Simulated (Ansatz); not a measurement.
# Calculation log, InP (F-43m) (elastic constants by finite strains)

Level of theory: r²SCAN, PAW on Ansatz 0.2.0's default frozen-core files (fitted under PBE), scalar-relativistic.

The cell comes from a PAW relaxation under the same functional.

Launched as:

```sh
ansatz run input.yaml --threads 1 --pin off --max-ram 2560MiB --backend cpu --events-out ev --progress --plain --runs-dir out
```

Input:

```yaml
crystal:
  lattice:
    - [0.0, 2.95367883897, 2.95367883897]
    - [2.95367883897, 0.0, 2.95367883897]
    - [2.95367883897, 2.95367883897, 0.0]
  atoms:
    - { symbol: In, position: [0.0, 0.0, 0.0] }
    - { symbol: P, position: [0.75, 0.75, 0.75] }
kpoints:
  mp_grid: { grid: [8, 8, 8] }
scf:
  occupations: { method: fixed }
hamiltonian:
  xc: r2scan
  pseudopotentials: { kind: paw }
elastic:
  mode: relaxed_ion
  stencil: four_point
  amplitude: 0.005
```

Output (shortened where marked):

```
Warning: RAYON_NUM_THREADS=1 ignored (pool sized by the plan → 1); use --threads N
Engine: ansatz 0.2.0, aarch64-unknown-linux-gnu
Pseudopotentials: kind: paw
Pseudopotential: In, paw, valence charge 13, recommended cutoff 500 eV (meta_gga), In.paw.azcp
Pseudopotential: P, paw, valence charge 5, recommended cutoff 500 eV (meta_gga), P.paw.azcp
Functional definition: r2SCAN
  parameter k0 = 0.174
  parameter k1 = 0.065
  parameter a1 = 4.9479
  exchange = r2scan_x(k0 = k0, k1 = k1, a1 = a1)
  correlation = r2scan_c
Crystal: 2 atoms, lattice volume = 51.537 Å³
Basis set: ecut = 500 eV, 1363 PW (Γ), exchange–correlation on 128×128×128 points (64 copies of the dense FFT grid, shifted against one another)
Bands: 13, of which v1, the nominal top of the filled ones, is band 9 counted from 1 (8 counted from 0)
Symmetry: 24 space group operations
Space group: F-43m (ITA 216), of the structure as read, at distance tolerance 3.7e-5 Å
k-points: 29 of 512 (time reversal used)
Non-local potential: In, projectors of the file, l = 0: 2, l = 1: 2, l = 2: 2, l = 3: 2
Non-local potential: P, projectors of the file, l = 0: 2, l = 1: 2, l = 2: 2
[... 190 lines left out ...]
  moduli (Voigt/Reuss/Hill, GPa): K = 68.29/68.29/68.29   G = 36.44/32.23/34.34   E = 88.23   ν = 0.285
  mechanically stable: yes (min eigenvalue of sym C = 44.58 GPa)
  strain η (Voigt 11):  stress-route row diagonal C_11 = 98.01 GPa, energy-path curvature d²(F+E_count+ΔE)/dδ²/Ω₀ = 98.01 GPa
    cells at ±δ against ±2δ: C31 53.43 and 53.45 GPa, apart by 0.02 % of the column's largest entry
         δ    σ_11 (GPa)             F (eV)   n_scf  n_hpsi   n_pw
    -1.000e-2      -0.9711       -6371.7365053      10   18553   1312   relax 0 steps, max|allowed force component| 1.11e-16 eV/Å
    -5.000e-3      -0.4736       -6371.7376660       4   12072   1318   relax 0 steps, max|allowed force component| 1.11e-16 eV/Å
     5.000e-3       0.5065       -6371.7376066       4   12081   1363   relax 0 steps, max|allowed force component| 1.11e-16 eV/Å
     1.000e-2       0.9889       -6371.7364046       9   16346   1363   relax 0 steps, max|allowed force component| 1.11e-16 eV/Å
  strain η (Voigt 23):  stress-route row diagonal C_44 = 45.87 GPa, energy-path curvature d²(F+E_count+ΔE)/dδ²/Ω₀ = 45.87 GPa
    cells at ±δ against ±2δ: C44 45.88 and 45.88 GPa, apart by 0.00 % of the column's largest entry
         δ    σ_23 (GPa)             F (eV)   n_scf  n_hpsi   n_pw
    -1.000e-2      -0.4588       -6371.7372921       2   12531   1329   relax 3 steps, max|allowed force component| 1.43e-6 eV/Å
    -5.000e-3      -0.2294       -6371.7378458       2   12646   1335   relax 2 steps, max|allowed force component| 9.54e-7 eV/Å
     5.000e-3       0.2294       -6371.7378458       2   12567   1335   relax 2 steps, max|allowed force component| 1.11e-8 eV/Å
     1.000e-2       0.4588       -6371.7372921       2   12570   1329   relax 2 steps, max|allowed force component| 1.92e-5 eV/Å
```

The run converged.

### Strained cells

Elastic constants of a crystal by Kohn-Sham DFT: slopes of the stress over finite engineering strains of the given cell, Voigt indices, Cartesian axes as in the input; stress of each strained cell less that at rest, tension positive.

| strain component | strain | stress xx (GPa) | stress yy (GPa) | stress zz (GPa) | stress yz (GPa) | stress xz (GPa) | stress xy (GPa) | relaxation steps |
| --- | --- | --- | --- | --- | --- | --- | --- | --- |
| xx | -0.01 | -0.9901 | -0.5543 | -0.5543 | 0 | 0 | 0 | 0 |
| xx | -0.005 | -0.4926 | -0.2721 | -0.2721 | 0 | 0 | 0 | 0 |
| xx | 0.005 | 0.4875 | 0.2622 | 0.2622 | 0 | 0 | 0 | 0 |
| xx | 0.01 | 0.9699 | 0.5147 | 0.5147 | 0 | 0 | 0 | 0 |
| yz | -0.01 | 0.0013 | -0.0021 | -0.0021 | -0.4588 | 0 | 0 | 3 |
| yz | -0.005 | 0.0003 | -0.0005 | -0.0005 | -0.2294 | 0 | 0 | 2 |
| yz | 0.005 | 0.0003 | -0.0005 | -0.0005 | 0.2294 | 0 | 0 | 2 |
| yz | 0.01 | 0.0013 | -0.0021 | -0.0021 | 0.4588 | 0 | 0 | 2 |

### Elastic moduli

Hill averages of a grain aggregate, Debye temperature from the mean sound speed over directions.

```
Bulk modulus                     : 68.29 GPa
Shear modulus                    : 34.34 GPa
Young modulus                    : 88.23 GPa
Poisson ratio                    : 0.2847
Bulk over shear modulus          : 1.989
Elastic anisotropy index         : 0.6526
Least young modulus              : 60.31 GPa
Largest young modulus            : 112.4 GPa
Longitudinal sound speed         : 4928 m/s
Transverse sound speed           : 2704 m/s
Elastic debye temperature        : 301 K
Linear compressibility (x, y, z) : 4.881, 4.881, 4.881 1/TPa
Zener ratio                      : 2.058
Cauchy pressure                  : 7.55 GPa
```

Elastic constants:

| Property | Result |
| --- | --- |
| Pressure at rest | -0.019 GPa |
| Least elastic eigenvalue | 44.58 GPa |
| Elastically stable | yes |

| index | elastic (GPa) |
| --- | --- |
| 11 | 98.01 |
| 12 | 53.42 |
| 44 | 45.87 |

Limits of these numbers: frozen-core PAW files fitted under PBE, their cores solved anew for the functional of the run; constants at zero field, no piezoelectric stiffening.

It took 4.2 min on 1 thread of Arm Neoverse V1 (shared host), peak memory 0.54 GiB.
